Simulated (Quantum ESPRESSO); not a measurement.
Mg2CaZnO4, one run as intended and one with a planted mistake

Simulated, not a measurement. The program is pw.x of Quantum ESPRESSO 7.5 (plane-wave density functional theory). The cell is made up: 8 atoms on a rocksalt lattice, with randomly drawn elements, strain and displacements, not relaxed. PseudoDojo standard norm-conserving files (v0.5 for PBE, v0.4.1 for LDA and PBEsol) set the functional; there is no spin polarisation, spin-orbit coupling or dispersion term, and the masses in the input are unused placeholders.

Intended input:

```
&control calculation='scf', pseudo_dir='./dojo.nc.sr.pbe.v0_5.standard.upf', outdir='./o', disk_io='low', tprnfor=.true., tstress=.true. /
&system ibrav=0, nat=8, ntyp=4, nbnd=43, ecutwfc=84.00895049, nosym=.true., tot_charge=0,
 occupations='smearing', smearing='fd', degauss=0.0018374661
/
&electrons conv_thr=7.350e-09, electron_maxstep=60, /
ATOMIC_SPECIES
Ca 1.0 Ca.upf
Mg 1.0 Mg.upf
O 1.0 O.upf
Zn 1.0 Zn.upf
CELL_PARAMETERS angstrom
4.4647 -0.0416 -0.0115
-0.0416 4.4871 0.0216
-0.0115 0.0216 4.6023
ATOMIC_POSITIONS angstrom
Mg 0.0935 0.0192 0.0356
Ca -0.0049 2.2624 2.3245
Zn 2.1911 -0.0719 2.2435
Mg 2.1727 2.2341 0.0253
O 2.2575 0.0671 0.0189
O 2.1812 2.2432 2.2519
O 4.5049 0.0134 2.3025
O 4.402 2.1527 0.0217
K_POINTS automatic
4 4 4 1 1 1
```

The log is shortened where brackets say so; the opening notice, blank lines, dates and the lines on written files are dropped, and the path of the files is cut. It prints rydbergs, bohrs and kilobars, and counts compression as positive stress.

Log of the intended run:

```
     Program PWSCF v.7.5
     Parallel version (MPI & OpenMP), running on       4 processor cores
     Number of MPI processes:                 4
     Threads/MPI process:                     1
     [start-up lines left out]
     bravais-lattice index     =            0
     lattice parameter (alat)  =       8.4375  a.u.
     unit-cell volume          =     622.1277 (a.u.)^3
     number of atoms/cell      =            8
     number of atomic types    =            4
     number of electrons       =        74.00
     number of Kohn-Sham states=           43
     kinetic-energy cutoff     =      84.0090  Ry
     charge density cutoff     =     336.0358  Ry
     scf convergence threshold =      7.3E-09
     mixing beta               =       0.7000
     number of iterations used =            8  plain     mixing
     Exchange-correlation= PBE
                           (   1   4   3   4   0   0   0)
     [axes and pseudopotential details left out]
   Cartesian axes
     site n.     atom                  positions (alat units)
         1        Mg     tau(   1) = (   0.0209411   0.0043002   0.0079733  )
         2        Ca     tau(   2) = (  -0.0010974   0.5067069   0.5206154  )
         3        Zn     tau(   3) = (   0.4907379  -0.0161034   0.5024739  )
         4        Mg     tau(   4) = (   0.4866169   0.5003686   0.0056664  )
         5        O      tau(   5) = (   0.5056095   0.0150283   0.0042330  )
         6        O      tau(   6) = (   0.4885206   0.5024067   0.5043552  )
         7        O      tau(   7) = (   1.0089568   0.0030012   0.5156880  )
         8        O      tau(   8) = (   0.9859104   0.4821375   0.0048601  )
     number of k points=    32  Fermi-Dirac smearing, width (Ry)=  0.0018
                       cart. coord. in units 2pi/alat
        k(    1) = (   0.1264819   0.1249720   0.1209979), wk =   0.0625000
        k(    2) = (   0.1270958   0.1238101   0.3635417), wk =   0.0625000
     [further k points left out]
     Dense  grid:    64807 G-vectors     FFT dimensions: (  50,  50,  54)
     Estimated max dynamical RAM per process >     130.28 MB
     Estimated total dynamical RAM >     473.64 MB
     Initial potential from superposition of free atoms
     starting charge      73.9933, renormalised to      74.0000
     Starting wfcs are   41 randomized atomic wfcs +    2 random wfcs
     total cpu time spent up to now is        1.4 secs
     per-process dynamical memory:    93.2 Mb
     Self-consistent Calculation
     iteration #  1     ecut=    84.01 Ry     beta= 0.70
     Davidson diagonalization with overlap
     ethr =  1.00E-02,  avg # of iterations =  6.3
     total cpu time spent up to now is        3.7 secs
     total energy              =    -865.13670751 Ry
     estimated scf accuracy    <       1.96464704 Ry
     iteration #  2     ecut=    84.01 Ry     beta= 0.70
     Davidson diagonalization with overlap
     ethr =  2.65E-03,  avg # of iterations =  3.9
     total cpu time spent up to now is        6.0 secs
     total energy              =    -865.50309828 Ry
     estimated scf accuracy    <       3.02677617 Ry
     [iterations 3 to 10 left out]
     iteration # 11     ecut=    84.01 Ry     beta= 0.70
     Davidson diagonalization with overlap
     ethr =  2.22E-10,  avg # of iterations =  2.0
     total cpu time spent up to now is       24.8 secs
     total energy              =    -866.08674493 Ry
     estimated scf accuracy    <       0.00000005 Ry
     iteration # 12     ecut=    84.01 Ry     beta= 0.70
     Davidson diagonalization with overlap
     ethr =  6.48E-11,  avg # of iterations =  2.9
     total cpu time spent up to now is       26.7 secs
     End of self-consistent calculation
     [lines on levels left out]
!    total energy              =    -866.08674493 Ry
     estimated scf accuracy    <          1.5E-09 Ry
     smearing contrib. (-TS)   =      -0.00000000 Ry
     internal energy E=F+TS    =    -866.08674493 Ry
     The total energy is F=E-TS. E is the sum of the following terms:
     one-electron contribution =    -513.22820544 Ry
     hartree contribution      =     280.92134554 Ry
     xc contribution           =    -125.32067117 Ry
     ewald contribution        =    -508.45921387 Ry
     convergence has been achieved in  12 iterations
     Forces acting on atoms (cartesian axes, Ry/au):
     atom    1 type  2   force =    -0.02246200    0.00634190   -0.00557570
     atom    2 type  1   force =    -0.03021145    0.00367444    0.00516061
     atom    3 type  4   force =     0.00930371    0.01031892    0.00234679
     atom    4 type  2   force =     0.01830417   -0.00704336    0.00124912
     atom    5 type  3   force =    -0.01039283   -0.02300076   -0.00046319
     atom    6 type  3   force =     0.01735936    0.01326664    0.00538682
     atom    7 type  3   force =     0.00107263   -0.02430123   -0.00095821
     atom    8 type  3   force =     0.01702642    0.02074345   -0.00714623
     Total force =     0.067978     Total SCF correction =     0.000063
     Computing stress (Cartesian axis) and pressure
          total   stress  (Ry/bohr**3)                   (kbar)     P=      -45.68
  -0.00022790   0.00012910   0.00003417          -33.52       18.99        5.03
   0.00012910  -0.00026019  -0.00005448           18.99      -38.28       -8.01
   0.00003417  -0.00005448  -0.00044347            5.03       -8.01      -65.24
     init_run     :      1.28s CPU      1.34s WALL (       1 calls)
     electrons    :     25.19s CPU     25.31s WALL (       1 calls)
     forces       :      0.36s CPU      0.36s WALL (       1 calls)
     stress       :      1.19s CPU      1.19s WALL (       1 calls)
     [timing details left out]
     PWSCF        :     28.10s CPU     28.29s WALL
     JOB DONE.
```

A second run has one planted mistake: the plane-wave cutoff is too low. The input lines that differ, file-writing options aside:

```
- &system ibrav=0, nat=8, ntyp=4, nbnd=43, ecutwfc=84.00895049, nosym=.true., tot_charge=0,
+ &system ibrav=0, nat=8, ntyp=4, nbnd=43, ecutwfc=46.52464187, nosym=.true., tot_charge=0,
```

Its log:

```
     Program PWSCF v.7.5
     Parallel version (MPI & OpenMP), running on       4 processor cores
     Number of MPI processes:                 4
     Threads/MPI process:                     1
     [start-up lines left out]
     bravais-lattice index     =            0
     lattice parameter (alat)  =       8.4375  a.u.
     unit-cell volume          =     622.1277 (a.u.)^3
     number of atoms/cell      =            8
     number of atomic types    =            4
     number of electrons       =        74.00
     number of Kohn-Sham states=           43
     kinetic-energy cutoff     =      46.5246  Ry
     charge density cutoff     =     186.0986  Ry
     scf convergence threshold =      7.3E-09
     mixing beta               =       0.7000
     number of iterations used =            8  plain     mixing
     Exchange-correlation= PBE
                           (   1   4   3   4   0   0   0)
     [axes and pseudopotential details left out]
   Cartesian axes
     site n.     atom                  positions (alat units)
         1        Mg     tau(   1) = (   0.0209411   0.0043002   0.0079733  )
         2        Ca     tau(   2) = (  -0.0010974   0.5067069   0.5206154  )
         3        Zn     tau(   3) = (   0.4907379  -0.0161034   0.5024739  )
         4        Mg     tau(   4) = (   0.4866169   0.5003686   0.0056664  )
         5        O      tau(   5) = (   0.5056095   0.0150283   0.0042330  )
         6        O      tau(   6) = (   0.4885206   0.5024067   0.5043552  )
         7        O      tau(   7) = (   1.0089568   0.0030012   0.5156880  )
         8        O      tau(   8) = (   0.9859104   0.4821375   0.0048601  )
     number of k points=    32  Fermi-Dirac smearing, width (Ry)=  0.0018
                       cart. coord. in units 2pi/alat
        k(    1) = (   0.1264819   0.1249720   0.1209979), wk =   0.0625000
        k(    2) = (   0.1270958   0.1238101   0.3635417), wk =   0.0625000
     [further k points left out]
     Dense  grid:    26703 G-vectors     FFT dimensions: (  40,  40,  40)
     Estimated max dynamical RAM per process >      56.46 MB
     Estimated total dynamical RAM >     206.29 MB
     Check: negative core charge=   -0.000295
     Initial potential from superposition of free atoms
     starting charge      73.9933, renormalised to      74.0000
     Starting wfcs are   41 randomized atomic wfcs +    2 random wfcs
     total cpu time spent up to now is        1.0 secs
     per-process dynamical memory:    44.2 Mb
     Self-consistent Calculation
     iteration #  1     ecut=    46.52 Ry     beta= 0.70
     Davidson diagonalization with overlap
     ethr =  1.00E-02,  avg # of iterations =  6.7
     total cpu time spent up to now is        2.1 secs
     total energy              =    -862.75764269 Ry
     estimated scf accuracy    <       2.11464800 Ry
     iteration #  2     ecut=    46.52 Ry     beta= 0.70
     Davidson diagonalization with overlap
     ethr =  2.86E-03,  avg # of iterations =  3.6
     total cpu time spent up to now is        3.0 secs
     total energy              =    -863.21477639 Ry
     estimated scf accuracy    <       2.57657141 Ry
     [iterations 3 to 10 left out]
     iteration # 11     ecut=    46.52 Ry     beta= 0.70
     Davidson diagonalization with overlap
     ethr =  2.02E-10,  avg # of iterations =  2.0
     total cpu time spent up to now is       11.0 secs
     total energy              =    -863.73366542 Ry
     estimated scf accuracy    <       0.00000002 Ry
     iteration # 12     ecut=    46.52 Ry     beta= 0.70
     Davidson diagonalization with overlap
     ethr =  2.46E-11,  avg # of iterations =  3.8
     total cpu time spent up to now is       11.8 secs
     End of self-consistent calculation
     [lines on levels left out]
!    total energy              =    -863.73366543 Ry
     estimated scf accuracy    <          8.6E-10 Ry
     smearing contrib. (-TS)   =       0.00000000 Ry
     internal energy E=F+TS    =    -863.73366543 Ry
     The total energy is F=E-TS. E is the sum of the following terms:
     one-electron contribution =    -506.10725472 Ry
     hartree contribution      =     275.39333396 Ry
     xc contribution           =    -124.56053078 Ry
     ewald contribution        =    -508.45921389 Ry
     convergence has been achieved in  12 iterations
     Forces acting on atoms (cartesian axes, Ry/au):
     atom    1 type  2   force =    -0.02762378    0.00209484   -0.00562800
     atom    2 type  1   force =    -0.02948755    0.00336309    0.00491153
     atom    3 type  4   force =     0.01472170    0.01543823    0.01125102
     atom    4 type  2   force =     0.01784266   -0.00122229    0.00084426
     atom    5 type  3   force =    -0.00173489   -0.03169679   -0.01057936
     atom    6 type  3   force =     0.01642793    0.00823618    0.01036391
     atom    7 type  3   force =    -0.00643749   -0.02516612   -0.00072002
     atom    8 type  3   force =     0.01629142    0.02895286   -0.01044334
     Total force =     0.077840     Total SCF correction =     0.000304
     Computing stress (Cartesian axis) and pressure
          total   stress  (Ry/bohr**3)                   (kbar)     P=    -2833.11
  -0.01918471   0.00012177   0.00003163        -2822.17       17.91        4.65
   0.00012177  -0.01921033  -0.00006325           17.91    -2825.94       -9.30
   0.00003163  -0.00006325  -0.01938216            4.65       -9.30    -2851.21
     init_run     :      0.93s CPU      0.96s WALL (       1 calls)
     electrons    :     10.77s CPU     10.83s WALL (       1 calls)
     forces       :      0.14s CPU      0.14s WALL (       1 calls)
     stress       :      0.45s CPU      0.45s WALL (       1 calls)
     [timing details left out]
     PWSCF        :     12.37s CPU     12.46s WALL
     JOB DONE.
```

|  | intended run | run with the mistake |
| --- | --- | --- |
| free energy (eV) | -11783.710 | -11751.695 |
| smearing term -TS (eV) | 0.0000 | 0.0000 |
| pressure (GPa) | -4.57 | -283.31 |
| largest force component (eV/Å) | 0.777 | 0.815 |
| largest change of a force component (eV/Å) |  | 0.260 |
| iterations | 12 | 12 |

For scale, a rerun of the intended cell at 1437 eV and a 6 x 6 x 6 mesh moved values by no more than 0.002 eV in energy, 0.04 GPa in stress and 0.004 eV/Å in force.